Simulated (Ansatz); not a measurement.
RuW:
```xyz
2
Lattice="2.7708 0.0000 0.0000 0.0000 2.7708 0.0000 0.0000 0.0000 3.7899" Properties=species:S:1:pos:R:3 pbc="T T T"
Ru     1.3854     1.3854     1.8949
W      0.0000     0.0000     0.0000
```

Relaxed with PBEsol. Special points in fractions of this cell's reciprocal vectors: Γ (0.000, 0.000, 0.000); X (0.000, 0.500, 0.000); M (0.500, 0.500, 0.000); Z (0.000, 0.000, 0.500); R (0.000, 0.500, 0.500); A (0.500, 0.500, 0.500).

Problem. List the band energies nearest the Fermi level at these points for the program Ansatz at the PBEsol level (PAW).

Solution. In eV from the Fermi level; about four levels below and three above (degenerate sets whole), none deeper than 8.9 eV; … stands for higher levels left out; points with the same levels are listed once.

| k | below | above |
|---|---|---|
| Γ | -5.44 -1.95 -1.95 -1.32 | 0.31 1.42 3.96 |
| X | -2.36 -2.23 -1.14 -0.34 | 0.67 2.36 … |
| M | -6.20 -6.09 -5.38 -5.38 | 2.05 2.43 3.27 3.27 |
| Z | -3.46 -1.17 -0.72 -0.72 | 0.17 0.64 … |
| R | -2.24 -2.15 -2.13 -1.09 | 0.88 0.93 2.19 |
| A | -3.11 -3.11 -2.47 -2.47 -0.48 | 1.73 2.05 6.22 |

Space group P4/mmm (L1₀ or tetragonal B2). The cell is a constructed one: a structure type filled with these elements; neither database checked (COD, Materials Project) lists it. Its standing as an ambient phase is unchecked. The cell was relaxed with PBEsol under the symmetry of its start; its stability against distortions is not shown here. The run is not spin-polarised. Spin–orbit coupling is left out wherever it is not named.

Potentials: the earlier of the program's two PAW sets. The files were generated under PBE; for other functionals the program regenerates the frozen cores, and for LDA and PBEsol the local potential too.
